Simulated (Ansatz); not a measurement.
KTaO₃ (cubic perovskite)

```cif
data_KO3Ta
_chemical_formula_sum 'K1 Ta1 O3'
_space_group_name_H-M_alt 'P 1'
_space_group_IT_number 1
_cell_length_a 4.02438
_cell_length_b 4.02438
_cell_length_c 4.02438
_cell_angle_alpha 90.000
_cell_angle_beta 90.000
_cell_angle_gamma 90.000
loop_
_space_group_symop_operation_xyz
  'x, y, z'
loop_
_atom_site_label
_atom_site_type_symbol
_atom_site_fract_x
_atom_site_fract_y
_atom_site_fract_z
_atom_site_occupancy
K1 K 0.00000 0.00000 0.00000 1
Ta1 Ta 0.50000 0.50000 0.50000 1
O1 O 0.00000 0.50000 0.50000 1
O2 O 0.50000 0.50000 0.00000 1
O3 O 0.50000 0.00000 0.50000 1
```

Equation-of-state scan: isotropic scaling of the cell above, V₀ being its volume. Symmetry pins the atoms to their sites.

Computed with PBE (plane waves to 420 eV, PAW, scalar-relativistic; Ansatz, an electronic-structure program). k mesh 8×8×8 (Γ-centred), Fermi-Dirac smearing 0.05 eV. Energies are smeared free energies. KTaO3 is run without spin polarisation. KTaO3 was relaxed with its symmetry unable to fall. Spin-orbit coupling is left out, though Ta is heavy. ΔE is measured from the relaxed starting cell.

```tsv
V (Å³/atom)	ΔE (meV/atom)
10.950	268.6
11.297	176.4
11.645	107.0
11.993	57.1
12.340	24.1
12.688	5.8
13.036	0.0
13.383	5.2
13.731	19.8
14.078	42.6
14.426	72.4
14.774	108.1
15.121	149.1
```

Question: What is the fitted pressure derivative B₀′?

Answer: 4.4.

Question: What bulk modulus B₀ follows from a third-order Birch-Murnaghan fit?

Answer: 188 GPa. Check by three points about V = 13.036 Å³/atom, step 0.348: d²E/dV² ≈ (5.8 − 2·0.0 + 5.2) meV / 0.348² = 0.0910 eV/Å⁶, and V·d²E/dV² × 160.2 = 190 GPa.

(A scan under strain: stresses follow from slopes of the energy per volume, elastic moduli from its curvatures.)
